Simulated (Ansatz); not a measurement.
Start of a relaxation of Li2RuRhC6N6:

```
Li Ru Rh C N
1.0
     0.00000    5.07350    5.07350
     5.07350    0.00000    5.07350
     5.07350    5.07350    0.00000
Li Ru Rh C N
2 1 1 6 6
Direct
  0.25000 0.25000 0.25000
  0.75000 0.75000 0.75000
  0.00000 0.00000 0.00000
  0.50000 0.50000 0.50000
  0.81315 0.18685 0.18685
  0.18685 0.81315 0.18685
  0.18685 0.18685 0.81315
  0.18685 0.81315 0.81315
  0.81315 0.18685 0.81315
  0.81315 0.81315 0.18685
  0.69784 0.30216 0.30216
  0.30216 0.69784 0.30216
  0.30216 0.30216 0.69784
  0.30216 0.69784 0.69784
  0.69784 0.30216 0.69784
  0.69784 0.69784 0.30216
```

Theory: DFT PBE, scalar-relativistic, plane waves, PAW in Ansatz. Cutoff 420 eV, Gaussian smearing, Γ-centred meshes. Cell and atoms relax first on a coarse mesh and then on a finer one. In between, the cell is made exact in the group found at 0.06 Å. In metals the finer mesh still leaves noise of several meV/atom or more. The steps can't lower the symmetry of their start. Collinear spin, starting moments Ru 1.0; Rh 1.0 μB.

A guess keeps its type if space group and coordination stay and the shape of the cell changes little (axis ratios within about 15 %, angles within 6°); the volume may change.

Question: Will the relaxed cell still be of the starting type?

Answer: It keeps its type. The symmetry stays Fm-3m (No. 225). The volume per atom grows by 11.7 %, from 16.3 to 18.2 Å³. The shortest distance goes from 1.17 Å (C–N) to 1.18 Å (C–N). Counting neighbours within 15 % of an atom's shortest distance, the start has C 1, Li 24, N 1, Rh 6, Ru 6 and the end C 1, Li 24, N 1, Rh 6, Ru 6.

The zero of energy is the elements' standard structures at the same level (N₂ as a molecule); no fitted shifts are applied.

Question: At what energy does it end?

Answer: +0.25 eV/atom. A positive value: parting into the elements would lower its energy.

The last run used collinear spin, a 6×6×6 mesh for its 16-atom cell and Gaussian smearing of 0.10 eV. The reference form of C is held partly by dispersion forces, which this level lacks. Another magnetic order may lie lower. A structure relaxed within its symmetry needn't be a true minimum.
